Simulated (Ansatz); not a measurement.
Input:

Ca (fcc, Cu type), conventional cell a = 5.5264 Å, b = 5.5264 Å, c = 5.5264 Å, α = 90.00°, β = 90.00°, γ = 90.00°. The calculation uses the primitive cell of 1 atom, to which meshes and values per cell refer.

This relaxed cell (volume V₀) is scaled evenly in all directions, its shape held. Symmetry pins the atoms to their sites.

Calculation: PBE (plane waves to 420 eV, PAW, scalar-relativistic; Ansatz, an electronic-structure program). k mesh 15×15×15 (Γ-centred), Fermi-Dirac smearing 0.05 eV. Energies are smeared free energies. Stress and pressure are positive under compression. Ca was relaxed with its symmetry unable to fall. The PAW data are Ansatz's earlier set. ΔE is measured from the relaxed starting cell.

The scan covers V/V₀ from 0.940 to 1.060 in 13 points.

Q: What bulk modulus B₀ follows from a third-order Birch-Murnaghan fit?

A: 17.4 GPa.

Q: What is the fitted pressure derivative B₀′?

A: 3.2.

(Under strain, the slope of the energy per volume gives the stress and its curvature an elastic modulus.)
